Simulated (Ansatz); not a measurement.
Zr2AlN:
```
CELL_PARAMETERS angstrom
      3.22326     0.00000     0.00000
     -1.61163     2.79142     0.00000
      0.00000     0.00000    14.29197
ATOMIC_POSITIONS crystal
  Zr 0.66667 0.33333 0.58822
  Zr 0.33333 0.66667 0.41178
  Zr 0.33333 0.66667 0.08822
  Zr 0.66667 0.33333 0.91178
  Al 0.66667 0.33333 0.25000
  Al 0.33333 0.66667 0.75000
  N  0.00000 0.00000 0.50000
  N  0.00000 0.00000 0.00000
```

Relaxed with PBEsol. Special points in fractions of this cell's reciprocal vectors: Γ (0.000, 0.000, 0.000); M (0.500, 0.000, 0.000); K (0.333, 0.333, 0.000); A (0.000, 0.000, 0.500); L (0.500, 0.000, 0.500); H (0.333, 0.333, 0.500).

List the band energies nearest the Fermi level at these points for PBEsol with spin–orbit coupling in the plane-wave PAW code Ansatz.

In eV from the Fermi level; about four levels below and three above (degenerate sets whole), none deeper than 8.9 eV; points with the same levels are listed once.

```
k                    below                above
-  -----------------------  -------------------
Γ  -1.56 -1.56 -0.75 -0.75  0.18 0.18 0.62 0.62
M  -1.06 -1.06 -0.88 -0.88  1.44 1.44 1.48 1.48
K  -1.18 -1.18 -0.60 -0.60  0.40 0.40 1.16 1.16
A  -0.15 -0.15 -0.15 -0.15  0.64 0.64 0.64 0.64
L  -0.97 -0.97 -0.97 -0.97  1.40 1.40 1.40 1.40
H  -0.16 -0.16 -0.11 -0.11  1.00 1.00 1.04 1.04
```

Space group P6_3/mmc. The workflow started from a Materials Project entry (that database holds measured and hypothetical structures alike); the Crystallography Open Database copy checked does not list it. Whether it is the stable phase at ambient conditions was not checked. The cell was relaxed with PBEsol under the symmetry of its start; whether a distortion lowers the energy is not shown. No spin polarisation was allowed.

Potentials: the later of the program's two PAW sets.
